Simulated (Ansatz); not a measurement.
SnS₂ (CdI2 type)

```
SnS2
1.0
    3.62596     0.00000     0.00000
   -1.81298     3.14018     0.00000
    0.00000     0.00000     5.57353
Sn S
1 2
Direct
  0.00000   0.00000   0.00000
  0.33333   0.66667   0.26441
  0.66667   0.33333   0.73559
```

Two coordinates are scanned: the volume, and the ratio of the stretch along z (the conventional c axis) to the stretch across it. Atoms keep their fractional coordinates.

Calculation: PBEsol-D3(BJ) (plane waves to 420 eV, PAW, scalar-relativistic; Ansatz, a quantum-chemistry and plane-wave program). k mesh 11×11×6 (Γ-centred), Fermi-Dirac smearing 0.05 eV. The energy includes the smearing's −TS. As the atoms are clamped, bonds stretch with the cell, which overstates energies and stresses. SnS2 was relaxed with its symmetry unable to fall. The PAW data are Ansatz's earlier set.

Changes of ΔE (eV/atom) from the point V/V₀ = 1.000, (c/a)/(c/a)₀ = 1.000 when one coordinate moves alone (two changes are said to add if the coupling is within 5 % of the smaller one, nearly so within 20 %):

```json
[
 {"point": "V/V₀ = 1.000, (c/a)/(c/a)₀ = 0.880", "change": "0.04495"},
 {"point": "V/V₀ = 1.000, (c/a)/(c/a)₀ = 0.920", "change": "0.02069"},
 {"point": "V/V₀ = 1.000, (c/a)/(c/a)₀ = 0.960", "change": "0.00533"},
 {"point": "V/V₀ = 0.920, (c/a)/(c/a)₀ = 1.000", "change": "0.04498"},
 {"point": "V/V₀ = 0.947, (c/a)/(c/a)₀ = 1.000", "change": "0.01895"},
 {"point": "V/V₀ = 0.973, (c/a)/(c/a)₀ = 1.000", "change": "0.00450"},
 {"point": "V/V₀ = 1.027, (c/a)/(c/a)₀ = 1.000", "change": "0.00405"},
 {"point": "V/V₀ = 1.053, (c/a)/(c/a)₀ = 1.000", "change": "0.01542"},
 {"point": "V/V₀ = 1.080, (c/a)/(c/a)₀ = 1.000", "change": "0.03309"},
 {"point": "V/V₀ = 1.000, (c/a)/(c/a)₀ = 1.040", "change": "0.00557"},
 {"point": "V/V₀ = 1.000, (c/a)/(c/a)₀ = 1.080", "change": "0.02264"},
 {"point": "V/V₀ = 1.000, (c/a)/(c/a)₀ = 1.120", "change": "0.05155"}
]
```

### Question
Do the two effects add at V/V₀ = 1.080, (c/a)/(c/a)₀ = 0.880? Give the computed change.

### Answer
The sum of the single changes is 0.03309 + (0.04495) = 0.07804; the calculation gives 0.08280, so the coupling contributes 0.00476 (under 20 % of the smaller single change, nearly additive).

### Question
Do the two effects add at V/V₀ = 1.080, (c/a)/(c/a)₀ = 1.080? Give the computed change.

### Answer
The sum of the single changes is 0.03309 + (0.02264) = 0.05573; the calculation gives 0.05406, so the coupling contributes -0.00167 (under 20 % of the smaller single change, nearly additive).

### Question
Do the two effects add at V/V₀ = 1.053, (c/a)/(c/a)₀ = 1.120? Give the computed change.

### Answer
The sum of the single changes is 0.01542 + (0.05155) = 0.06697; the calculation gives 0.06517, so the coupling contributes -0.00180 (under 20 % of the smaller single change, nearly additive).

(Under strain, the slope of the energy per volume gives the stress and its curvature an elastic modulus.)
